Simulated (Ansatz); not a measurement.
BeS:
```
BeS
1.0
    3.41176     0.00000     0.00000
   -1.70588     2.95467     0.00000
    0.00000     0.00000     5.62487
Be S
2 2
Direct
  0.33333   0.66667   0.99946
  0.66667   0.33333   0.49946
  0.66667   0.33333   0.12554
  0.33333   0.66667   0.62554
```

Relaxed with PBEsol.

**Question.** Decompose the optical modes at the zone centre into irreducible representations, and say which are infrared and Raman allowed.

**Answer.** Point group 6mm: Γ_opt = A1 + 2B1 + E1 + 2E2. Infrared: A1, E1. Raman: A1, E1, E2.

**Question.** Assign frequencies (DFPT, the program Ansatz at the PBEsol level (PAW); without the LO–TO term).

**Answer.** E2 157, B1 372, E2 549, A1 570, E1 579, B1 610 cm⁻¹.

Subscripts of B labels follow the axes of the standard setting.

Space group P6_3mc (wurtzite). The start of the workflow was typed in or built on a structure type; neither database checked (COD, Materials Project) lists it. COD files the formula under space group No. 216, so this cell is another polymorph or a model. Whether it is the stable phase at ambient conditions was not checked. The PBEsol relaxation kept the symmetry of its start; phonons on a q-mesh show no instability.

Potentials: the later of the program's two PAW sets.
